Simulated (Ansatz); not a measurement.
Notes on K

```xyz
1
Lattice="-2.6912 2.6912 2.6912 2.6912 -2.6912 2.6912 2.6912 2.6912 -2.6912" Properties=species:S:1:pos:R:3 pbc="T T T"
K     0.0000    0.0000    0.0000
```

Single point in Ansatz 0.2.0 with PBE, no spin polarisation. Cutoff 420 eV, PAW datasets, 9×9×9 Γ-centred k mesh, fermi-dirac filling (width 0.1 eV).

**Question.** Describe some of the short contacts.

**Answer.** K–K at 4.66 Å: least valence density 0.02 e/Å³ and ELF 0.24 there, so no covalent bond. Both are smooth PAW fields, read partly inside the augmentation spheres.

**Question.** What happens at the Fermi level?

**Answer.** It is a metal, with about 0.82 states/eV a cell as the mean within 0.25 eV of the Fermi level, mostly K s (87 %).

**Question.** What does the stress say?

**Answer.** The pressure is -0.2 GPa (compression positive), so with the atoms held at these fractions the cell is close to zero pressure.

Origin: a database entry at a rescaled volume.
